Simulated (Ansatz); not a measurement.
FeCo₃Ge₄ (C2/m) at 3 levels of theory

One geometry, relaxed with PBE; plane waves with PAW potentials in Ansatz, scalar-relativistic. Collinear spin; the first row ends at -1.8 μB a primitive cell. Gaps are the least over mesh and band path; pressure is positive in compression.

```
CELL_PARAMETERS angstrom
5.99097 -1.89922 0.00000
5.99097 1.89922 0.00000
-0.81066 0.00000 4.77340
ATOMIC_POSITIONS crystal
Co 0.80489 0.80489 0.17679
Co 0.19511 0.19511 0.82321
Ge 0.18504 0.18504 0.31612
Ge 0.81496 0.81496 0.68388
Ge 0.42709 0.42709 0.21651
Ge 0.57291 0.57291 0.78349
Fe 0.00000 0.00000 0.50000
Co 0.00000 0.00000 0.00000
```

```
level  cutoff (eV)   k mesh  gap (eV)  pressure (GPa)  largest moment (μB)
  PBE          420  10×10×8         0             0.0                 1.34
```

Problem. What comes out on the same cell with r2SCAN, LDA?

Solution.
```json
{"level": "r2SCAN", "cutoff (eV)": "500", "k mesh": "10×10×8", "gap (eV)": "0", "pressure (GPa)": "-3.6", "largest moment (μB)": "1.99"}
{"level": "LDA", "cutoff (eV)": "420", "k mesh": "10×10×8", "gap (eV)": "0", "pressure (GPa)": "-11.8", "largest moment (μB)": "1.17"}
```

The state reached may not be the lowest one.

The structure comes from a generated guess; another structure or a mixture of phases may lie lower.
